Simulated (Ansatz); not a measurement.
A plane-wave DFT run in Ansatz 0.2.0 (scalar-relativistic PAW potentials unless the input names others): input and command.

```yaml
crystal:
  lattice:
    - [3.7890225917, 0.0, 0.0]
    - [-1.8945112959, 3.28138982, 0.0]
    - [0.0, 0.0, 12.2125182732]
  atoms:
    - { symbol: Zn, position: [0.0, 0.0, 5.03469e-05] }
    - { symbol: Zn, position: [0.0, 0.0, 0.5000503469] }
    - { symbol: Zn, position: [0.3333333333, 0.6666666667, 0.2500245137] }
    - { symbol: Zn, position: [0.6666666667, 0.3333333333, 0.7500245137] }
    - { symbol: S, position: [0.0, 0.0, 0.1872896978] }
    - { symbol: S, position: [0.0, 0.0, 0.6872896978] }
    - { symbol: S, position: [0.3333333333, 0.6666666667, 0.4376354415] }
    - { symbol: S, position: [0.6666666667, 0.3333333333, 0.9376354415] }
  symmetry: { detect: false }
basis:
  ecutwfc: 420
kpoints:
  mp_grid: { grid: [12, 12, 2] }
hamiltonian:
  xc: pbe
  dispersion: d3bjatm
scf:
  occupations: { method: gaussian, width: 0.05 }
  n_extra_bands: 2
output:
  forces: true
  eigenvalues: true
  stress: true
```

```bash
ansatz run input.yaml --threads 2 --pin off --max-ram 5120MiB --backend cpu --events-out ev --progress --plain --runs-dir out
```

Abridged log:
```
scf.n_extra_bands = 2 over 36 filled bands (N_el = 72.0): the run solves 38 bands
Pseudopotentials: kind: paw
Pseudopotential: Zn, paw, valence charge 12, recommended cutoff 420 eV (normal)
Pseudopotential: S, paw, valence charge 6, recommended cutoff 420 eV (normal)
Functional definition: PBE
Crystal: 8 atoms, lattice volume = 151.841 Å³
Basis set: ecut = 420 eV, 2993 PW (Γ), exchange–correlation on 54×54×180 points (8 copies of the dense FFT grid, shifted against one another)
Bands: 38, of which v1, the nominal top of the filled ones, is band 36 counted from 1 (35 counted from 0)
Symmetry: 1 space group operations
k-points: 148 of 288 (time reversal used)
Initial density: superposition of atomic densities (neutral atoms: chi_scale 0, normalization atom), corrected by the library's trained network
Initial wavefunctions: pseudopotential atomic-orbital guess
Functional: x = pbe(κ = 0.804, μ = 0.21951497), c = pbe(β = 0.06672455)
SCF iter   1: F=—  HF=-16893.177429 eV  |F-HF|=—  |Δ(HF+E_count)|=         —  Δρ=6.40e-4  dr2=8.36e-4  ethr=1.77e-3  ⟨swp⟩=6.1  Hψ=23057  notcnv=0
SCF iter   2: F=—  HF=-16893.178273 eV  |F-HF|=—  |Δ(HF+E_count)|=   8.44e-4  Δρ=4.46e-4  dr2=3.01e-4  ethr=1.16e-6  ⟨swp⟩=3.2  Hψ=14769  notcnv=0
SCF iter   3: F=—  HF=-16893.178460 eV  |F-HF|=—  |Δ(HF+E_count)|=   1.87e-4  Δρ=3.30e-4  dr2=9.54e-5  ethr=4.19e-7  ⟨swp⟩=2.0  Hψ=10852  notcnv=0
SCF iter   4: F=—  HF=-16893.178398 eV  |F-HF|=—  |Δ(HF+E_count)|=   6.25e-5  Δρ=6.63e-5  dr2=1.03e-5  ethr=1.32e-7  ⟨swp⟩=2.0  Hψ=10353  notcnv=0
SCF iter   5: F=—  HF=-16893.178276 eV  |F-HF|=—  |Δ(HF+E_count)|=   1.22e-4  Δρ=2.99e-5  dr2=3.56e-6  ethr=1.43e-8  ⟨swp⟩=2.3  Hψ=8332  notcnv=0
SCF iter   6: F=—  HF=-16893.178276 eV  |F-HF|=—  |Δ(HF+E_count)|=   1.83e-7  Δρ=1.44e-5  dr2=7.14e-7  ethr=4.95e-9  ⟨swp⟩=2.1  Hψ=7455  notcnv=0
SCF iter   7: F=-16893.178276 eV  HF=-16893.178276 eV  |F-HF|=1.26e-7  |Δ(HF+E_count)|=   3.03e-8  Δρ=8.33e-6  dr2=9.14e-8  ethr=1.39e-10  ⟨swp⟩=3.5  Hψ=29127  notcnv=0
SCF 1 converged in 7 iterations: F = -16893.178276 eV  dr2 = 9.14e-8
SCF converged after 7 iterations
Free energy (F): -16893.178276 eV
Harris-Foulkes:  -16893.178276 eV  (|F-HF|=1.26e-7)
Internal energy: -16893.178276 eV  (E = F + TS)
E sigma→0 (E₀):  -16893.178276 eV
Fermi energy:    7.466474 eV
  E_disp       = -2.399974  (pairwise vdW)
--- Forces (eV/Å), atoms counted from 1 ---
  atom   1  Zn    -0.00000001    -0.00000004    -0.11646243
  atom   2  Zn    -0.00000001     0.00000001    -0.11646290
  atom   3  Zn    -0.00000002     0.00000002    -0.12409542
  atom   4  Zn     0.00000001     0.00000000    -0.12409406
  atom   5  S      0.00000002    -0.00000003     0.11484790
  atom   6  S      0.00000000     0.00000002     0.11484495
  atom   7  S     -0.00000002     0.00000002     0.12571442
  atom   8  S      0.00000002    -0.00000003     0.12571350
--- Stress (GPa, compression-positive) ---
        1.418059       0.000000       0.000000
        0.000000       1.418059       0.000000
        0.000000       0.000000       3.999975
  P = ⅓ Tr σ = 2.2787 GPa (22.787 kbar)
```

Apart from outputs, the input differs from a reference run on usual settings in crystal.symmetry: not typed → {"detect": false}; hamiltonian.dispersion: not typed → "d3bjatm"; scf.n_extra_bands: not typed → 2. The reference, at the same geometry (not necessarily relaxed), gave pressure 4.87 GPa, largest force 0.126 eV/Å, gap on the mesh 2.33 eV. This run converged in 7 SCF iterations (reference: 8) with an energy at zero smearing 300 meV/atom below the reference's (the Hamiltonian itself differs), pressure 2.28 GPa, largest force 0.126 eV/Å, gap on the mesh 2.33 eV.

It took 85 s on 2 threads of Intel(R) Xeon(R) Processor @ 2.50GHz (Skylake/Cascade Lake) (shared host), peak memory 0.84 GiB.